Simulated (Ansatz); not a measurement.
Zr (hcp, Mg type)

```xyz
4
Lattice="6.4918 0.0000 0.0000 -1.6230 2.8110 0.0000 0.0000 0.0000 5.1512" Properties=species:S:1:pos:R:3 pbc="T T T"
Zr     0.0000     1.8740     3.8634
Zr     3.2459     1.8740     3.8634
Zr     1.6230     0.9370     1.2878
Zr     4.8689     0.9370     1.2878
```

The atoms are displaced by Q × the pattern below (from a DFPT mode at M = (0.5, 0.0, 0.0), largest move 1; Q in Å), at fixed cell. (q is in reciprocal vectors of the primitive cell; the cell shown is doubled to hold the pattern.)

```csv
atom,x,y,z
Zr1,0.000,0.000,1.000
Zr2,0.000,0.000,-1.000
Zr3,0.000,0.000,-1.000
Zr4,0.000,0.000,1.000
```

Method: r2SCAN (plane waves to 500 eV, PAW, scalar-relativistic; Ansatz, a first-principles code). k mesh 8×16×9 (Γ-centred), Fermi-Dirac smearing 0.05 eV. With partly filled bands, energies and forces of such displacements shift with the k mesh and the smearing. The PAW data are Ansatz's earlier set. Zr is run without spin polarisation. Zr was relaxed with its symmetry unable to fall.

At one point of the scan the forces (eV/Å) are:

```
atom      Fx      Fy      Fz
----  ------  ------  ------
Zr1   -0.006  -0.004   0.283
Zr2   -0.006  -0.004  -0.283
Zr3    0.006   0.004  -0.283
Zr4    0.006   0.004   0.283
```

Question: Which point is it?
(A) Q = -0.033 Å
(B) Q = -0.100 Å
(C) Q = -0.083 Å
(D) Q = -0.050 Å

Answer: A, Q = -0.033 Å

(For displaced atoms, the force is minus the slope of the energy, and its curvature is a force constant, which sets phonon frequencies.)
